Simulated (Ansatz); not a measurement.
CrGeN4Si, Janus MA2Z4-type layer, relaxed and computed with two functionals in Ansatz (plane waves, PAW).

```
functional  a (Å)  thickness (Å)  gap (eV)  IP (eV)
----------  -----  -------------  --------  -------
PBE         2.902           7.10      0.28     5.94
r²SCAN+D4     [?]            [?]       [?]      [?]
```

Task: Fill in the missing entries.

Result: 
- r²SCAN+D4, a (Å): 2.876
- r²SCAN+D4, thickness (Å): 7.02
- r²SCAN+D4, gap (eV): 0.30
- r²SCAN+D4, IP (eV): 6.07

Began spin-polarised and lost the moments: CrGeN4Si, Janus MA2Z4-type layer with PBE; CrGeN4Si, Janus MA2Z4-type layer with r²SCAN+D4. All cells were relaxed under the symmetry of their starts (and spin orders); stability against distortions was not tested throughout. Spin–orbit coupling is left out wherever it is not named. Constructed layers (a layer type filled with these elements): CrGeN4Si, Janus MA2Z4-type layer; CrGeN4Si, Janus MA2Z4-type layer.

Potentials: the later of the program's two PAW sets.

Ansatz (an electronic-structure program) is a plane-wave DFT program.
